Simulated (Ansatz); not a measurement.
## ZnPtC6N6: gradients before and after relaxing the atoms

Start: a COD entry.

Space group Fm-3m (No. 225); a = 10.5241 Å.

```csv
site,Wyckoff,site symmetry,x,y,z
Zn,4b,m-3m,0.5000,0.5000,0.5000
Pt,4a,m-3m,0.0000,0.0000,0.0000
C,24e,4m.m,0.5000,0.5000,0.1934
N,24e,4m.m,0.5000,0.5000,0.2965
```

One atom of each set is listed; the run and its k-mesh use a cell of 14 atoms with edges of 7.44, 7.44, 7.44 Å.

Method: Kohn–Sham DFT in Ansatz, PBE, plane waves and PAW, scalar-relativistic, 420 eV cutoff, Γ-centred 5×5×5 k-points, Fermi–Dirac smearing 0.05 eV.

The largest force at the start is 11 eV/Å. Relaxing the ions at fixed cell moves them by 0.038 Å at most (atom 10, N) and 0.033 Å rms.

```csv
site,moved (Å),first shell before,first shell after,V_zz before (10²¹ V/m²),η before
C,0.033,"1 N at 1.09 Å, 1 Pt at 2.04 Å, angle 180°","1 N at 1.16 Å, 1 Pt at 2.00 Å, angle 180°",-4.02,0.00
N,0.038,"1 C at 1.09 Å, 1 Zn at 2.14 Å, angle 180°","1 C at 1.16 Å, 1 Zn at 2.10 Å, angle 180°",-7.19,0.00
```

Task: What are V_zz and η after the relaxation?

Result: 

```json
{"site": "C", "V_zz after": "-3.78", "η after": "0.00", "change of V_zz": "+0.24"}
{"site": "N", "V_zz after": "-5.81", "η after": "0.00", "change of V_zz": "+1.38"}
```

The largest change of V_zz is on N, from -7.19 to -5.81. In per cent, |V_zz| changes by -6 on C, -19 on N (all sites that start above 0.5). Sites without a gradient aren't listed. Forces this large mark an entry whose positions are poorly determined or wrongly transcribed.

Without spin–orbit coupling the gradients at and beside Pt can be off by some per cent, at some sites by more. The database entry as given showed forces above 3 eV/Å or a pressure above 30 GPa, though relaxing it moves no atom far.
